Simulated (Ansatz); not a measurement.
C:
```cif
data_C8
_chemical_formula_sum 'C8'
_space_group_name_H-M_alt 'P 1'
_space_group_IT_number 1
_cell_length_a 2.50983
_cell_length_b 2.50983
_cell_length_c 8.28029
_cell_angle_alpha 90.000
_cell_angle_beta 90.000
_cell_angle_gamma 120.000
loop_
_space_group_symop_operation_xyz
  'x, y, z'
loop_
_atom_site_label
_atom_site_type_symbol
_atom_site_fract_x
_atom_site_fract_y
_atom_site_fract_z
_atom_site_occupancy
C1 C 0.00000 0.00000 0.59294 1
C2 C 0.00000 0.00000 0.40706 1
C3 C 0.00000 0.00000 0.09294 1
C4 C 0.00000 0.00000 0.90706 1
C5 C 0.33333 0.66667 0.34450 1
C6 C 0.66667 0.33333 0.65550 1
C7 C 0.66667 0.33333 0.84450 1
C8 C 0.33333 0.66667 0.15550 1
```

Relaxed with r²SCAN.

**Question.** Which orbitals make up the states near the band edges in the program Ansatz at the r²SCAN level (PAW)?

**Answer.** Top 1 eV of the valence band: C 2p 99 %. Bottom 1 eV of the conduction band: C 2p 55 %, C 2s 35 %, outside the projected shells 10 %. Projections are on Löwdin-orthogonalised atomic valence shells; empty p or d shells of many metals are not among them.

**Question.** Tabulate the density of states.

**Answer.** States/eV per cell of 8 atoms, in 0.25 eV bins, energy from the valence-band maximum.

```
E (eV)  total  C 2p  C 2s
------  -----  ----  ----
-7.85    2.04  1.80  0.24
-7.60    2.24  1.99  0.24
-7.35    2.43  2.16  0.26
-7.10    2.67  2.41  0.26
-6.85    2.69  2.45  0.23
-6.60    2.50  2.30  0.19
-6.35    2.36  2.18  0.17
-6.10    2.77  2.59  0.17
-5.85    2.90  2.73  0.16
-5.60    2.53  2.37  0.15
-5.35    2.45  2.30  0.14
-5.10    2.57  2.42  0.14
-4.85    3.35  3.20  0.15
-4.60    3.49  3.35  0.13
-4.35    2.95  2.84  0.11
-4.10    3.00  2.89  0.10
-3.85    2.72  2.62  0.09
-3.60    2.52  2.44  0.07
-3.35    2.23  2.17  0.06
-3.10    1.84  1.79  0.05
-2.85    1.51  1.47  0.04
-2.60    1.31  1.27  0.03
-2.35    1.18  1.14  0.03
-2.10    1.02  0.99  0.02
-1.85    0.85  0.83  0.02
-1.60    0.69  0.67  0.01
-1.35    0.59  0.58  0.01
-1.10    0.51  0.50  0.01
-0.85    0.39  0.39  0.00
-0.60    0.28  0.28  0.00
-0.35    0.16  0.16  0.00
-0.10    0.04  0.04  0.00
0.15     0.00  0.00  0.00
0.40     0.00  0.00  0.00
0.65     0.00  0.00  0.00
0.90     0.00  0.00  0.00
1.15     0.00  0.00  0.00
1.40     0.00  0.00  0.00
1.65     0.00  0.00  0.00
1.90     0.00  0.00  0.00
2.15     0.00  0.00  0.00
2.40     0.00  0.00  0.00
2.65     0.00  0.00  0.00
2.90     0.00  0.00  0.00
3.15     0.00  0.00  0.00
3.40     0.00  0.00  0.00
3.65     0.00  0.00  0.00
3.90     0.00  0.00  0.00
4.15     0.00  0.00  0.00
4.40     0.00  0.00  0.00
4.65     0.00  0.00  0.00
4.90     0.26  0.12  0.12
5.15     0.85  0.40  0.35
5.40     0.96  0.51  0.36
5.65     1.64  1.00  0.48
5.90     2.72  1.77  0.66
6.15     3.26  2.14  0.73
6.40     2.84  1.93  0.59
6.65     2.23  1.44  0.50
6.90     1.95  1.26  0.43
7.15     2.29  1.48  0.51
7.40     2.79  1.89  0.55
7.65     2.72  1.86  0.53
7.90     3.65  2.52  0.68
8.15     3.77  2.66  0.66
8.40     2.80  2.00  0.45
8.65     2.75  1.95  0.43
8.90     2.87  2.00  0.51
9.15     3.18  2.18  0.60
9.40     3.28  2.24  0.62
9.65     3.38  2.32  0.63
```

Space group P6_3/mmc. The first step of the workflow began from a Materials Project structure, measured or hypothetical. Its sites differ from those of the usual phase in this space group: another stacking or structure type. Symmetry was held in the r²SCAN relaxation; phonons on a q-mesh show no instability.

Potentials: the earlier of the program's two PAW sets.
